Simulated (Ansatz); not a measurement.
A plane-wave DFT run in Ansatz 0.2.0 (scalar-relativistic PAW potentials unless the input names others): input and command.

```yaml
crystal:
  lattice:
    - [2.99036337, 0.0, 0.0]
    - [0.0, 2.99036337, 0.0]
    - [0.0, 0.0, 3.8815507008]
  atoms:
    - { symbol: Mg, position: [0.0, 0.0, 0.0] }
    - { symbol: Si, position: [0.5, 0.5, 0.5] }
basis:
  ecutwfc: 420
kpoints:
  mp_grid: { grid: [18, 18, 14] }
hamiltonian:
  xc: pbesol
scf:
  occupations: { method: tetrahedron_uncorrected }
  convergence: { dr2_threshold: 1.0e-09 }
output:
  forces: true
  eigenvalues: true
  stress: true
```

```bash
ansatz run input.yaml --threads 1 --pin off --max-ram 1228MiB --backend cpu --events-out ev --progress --plain --runs-dir out
```

Abridged log:
```
Warning: output.stress: scf.convergence.dr2_threshold = 1e-9 eV is looser than the 2e-10 eV advised for a printed stress (1e-10 eV for each atom of the cell: 2). ...
Basis set: ecut = 420 eV, 649 PW (Γ), exchange–correlation on 40×40×54 points (8 copies of the dense FFT grid, shifted against one another)
Bands: 11, of which v1, the nominal top of the filled ones, is band 7 counted from 1 (6 counted from 0)
Symmetry: 16 space group operations
k-points: 440 of 4536
SCF iter   1: F=—  HF=-2533.369208 eV  |F-HF|=—  |Δ(HF+E_count)|=         —  Δρ=3.24e-3  dr2=3.50e-3  ethr=1.77e-3  ⟨swp⟩=5.9  Hψ=31385  notcnv=0
SCF iter   2: F=—  HF=-2533.368347 eV  |F-HF|=—  |Δ(HF+E_count)|=   8.60e-4  Δρ=2.10e-3  dr2=1.74e-3  ethr=2.50e-5  ⟨swp⟩=1.8  Hψ=9562  notcnv=0  defer=23
SCF iter   3: F=—  HF=-2533.367986 eV  |F-HF|=—  |Δ(HF+E_count)|=   3.61e-4  Δρ=6.64e-4  dr2=3.27e-4  ethr=1.24e-5  ⟨swp⟩=2.5  Hψ=8141  notcnv=0  defer=40
SCF iter   4: F=—  HF=-2533.367865 eV  |F-HF|=—  |Δ(HF+E_count)|=   1.21e-4  Δρ=1.79e-4  dr2=1.77e-5  ethr=2.33e-6  ⟨swp⟩=2.1  Hψ=7520  notcnv=0  defer=45
SCF iter   5: F=—  HF=-2533.367922 eV  |F-HF|=—  |Δ(HF+E_count)|=   5.76e-5  Δρ=4.21e-5  dr2=9.12e-7  ethr=1.26e-7  ⟨swp⟩=2.1  Hψ=7896  notcnv=0  defer=45
SCF iter   6: F=—  HF=-2533.367922 eV  |F-HF|=—  |Δ(HF+E_count)|=   7.83e-8  Δρ=1.17e-5  dr2=6.98e-8  ethr=6.51e-9  ⟨swp⟩=2.1  Hψ=7561  notcnv=0  defer=45
SCF iter   7: F=-2533.367922 eV  HF=-2533.367922 eV  |F-HF|=4.68e-11  |Δ(HF+E_count)|=   2.77e-8  Δρ=6.70e-7  dr2=1.35e-10  ethr=7.14e-12  ⟨swp⟩=4.1  Hψ=21959  notcnv=0
SCF 1 converged in 7 iterations: F = -2533.367922 eV  dr2 = 1.35e-10
SCF converged after 7 iterations
Free energy (F): -2533.367922 eV
Harris-Foulkes:  -2533.367922 eV  (|F-HF|=4.68e-11)
Internal energy: -2533.367922 eV  (E = F + TS)
E sigma→0 (E₀):  -2533.367922 eV
Entropy (-TS):    0.000000 eV ( 0.000 meV/atom)
Fermi energy:    8.234197 eV
--- Forces (eV/Å), atoms counted from 1 ---
  atom   1  Mg     0.00000000     0.00000000     0.00000000
  atom   2  Si     0.00000000     0.00000000     0.00000000
--- Stress (GPa, compression-positive) ---
       -1.528841       0.000000       0.000000
        0.000000      -1.528841       0.000000
        0.000000       0.000000       1.225582
  P = ⅓ Tr σ = -0.6107 GPa (-6.107 kbar)
```

Apart from outputs and empty bands, the input differs from a reference run on usual settings in scf.occupations.width: 0.15 → not typed; scf.occupations.method: "gaussian" → "tetrahedron_uncorrected"; scf.convergence.dr2_threshold: not typed → 1e-09. The reference, at the same geometry (not necessarily relaxed), gave pressure -0.60 GPa, largest force 0.000 eV/Å, no gap on the mesh. This run converged in 7 SCF iterations (reference: 6) with an energy at zero smearing 26.95 meV/atom above the reference's, pressure -0.61 GPa, largest force 0.000 eV/Å, no gap on the mesh.

It took 16 s on 1 thread of Arm Neoverse N1 (shared host), peak memory 0.46 GiB.